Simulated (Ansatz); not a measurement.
Ag:
```
CELL_PARAMETERS angstrom
      0.00000     2.00123     2.00123
      2.00123     0.00000     2.00123
      2.00123     2.00123     0.00000
ATOMIC_POSITIONS crystal
  Ag 0.00000 0.00000 0.00000
```

Relaxed with LDA.

Q: List the phonon frequencies at the special points (DFPT on a 5×5×5 q-mesh, Fourier-interpolated; LDA in the plane-wave PAW code Ansatz).

A: In cm⁻¹.

```tsv
q	frequencies
Γ	0 0 0
X	123 123 186
U	110 145 169
K	110 145 169
L	82 82 190
W	120 155 155
```

Space group Fm-3m (fcc (Cu type)). The cell keeps a stress of up to 0.2 GPa. The cell was relaxed with LDA under the symmetry of its start; phonons on a q-mesh show no instability. The run is not spin-polarised. As this level gives no gap, phonon frequencies hold no LO–TO term and depend on the k-mesh and smearing (Fermi–Dirac, 0.1 eV here).

Potentials: the earlier of the program's two PAW sets.
